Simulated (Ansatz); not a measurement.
Structure types of Be were relaxed at one common pressure (all-electron LAPW in Ansatz 0.2.0 under LDA, scalar-relativistic, no spin polarisation, zero temperature). They take these volumes:

```
            type  space group  V (Å³/atom)
             fcc        Fm-3m         4.47
             bcc        Im-3m         4.46
             hcp     P6_3/mmc         4.49
         diamond        Fd-3m         6.04
              sc        Pm-3m         4.98
simple hexagonal       P6/mmm         4.79
```

**Question.** At about which pressure, and is the densest type also the lowest in enthalpy?

**Answer.** 160 GPa. The densest types tie within 0.02 Å³/atom, and hcp is the lowest in enthalpy.
